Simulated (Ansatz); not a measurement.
Input and command of a plane-wave DFT calculation in Ansatz:

```yaml
crystal:
  lattice:
    - [6.03499795, 0.0, 0.0]
    - [0.0, 11.96017438, 0.0]
    - [0.0, 0.0, 3.81415834]
  atoms:
    - { symbol: Ba, position: [0.0, 0.68977036, 0.23553639] }
    - { symbol: Ba, position: [0.0, 0.31022964, 0.23553639] }
    - { symbol: Ba, position: [0.5, 0.81022964, 0.76446361] }
    - { symbol: Ba, position: [0.5, 0.18977036, 0.76446361] }
    - { symbol: Sr, position: [0.0, 0.0, 0.23184926] }
    - { symbol: Sr, position: [0.5, 0.5, 0.76815074] }
    - { symbol: "N", position: [0.0, 0.15942344, 0.7178664] }
    - { symbol: "N", position: [0.0, 0.84057656, 0.7178664] }
    - { symbol: "N", position: [0.5, 0.34057656, 0.2821336] }
    - { symbol: "N", position: [0.5, 0.65942344, 0.2821336] }
basis:
  ecutwfc: 420
kpoints:
  mp_grid: { grid: [6, 4, 10] }
hamiltonian:
  xc: pbe
scf:
  occupations: { method: gaussian, width: 0.1 }
output:
  forces: true
  stress: true
  eigenvalues: true
relax:
  adjacent_minimum: "off"
  f_tol: 0.01
  max_steps: 80
  cell: { stress_tol: 0.05 }
```

```bash
ansatz run input.yaml --threads 1 --pin off --max-ram 2560MiB --backend cpu --events-out ev --progress --plain --runs-dir out
```

Processor: Arm Neoverse V2, 1 thread, on a host shared with other jobs.

**Question.** Estimate time, memory and problem size.

**Answer.** About 7.5 min on 1 thread of Arm Neoverse V2 (shared host), peak memory 0.96 GiB. It solves 50 bands at 72 k points (the mesh reduced by the symmetry that the task leaves, which can be less than the crystal's) with about 5279 plane waves (on the last cell), in 54 SCF iterations over 7 ionic steps.
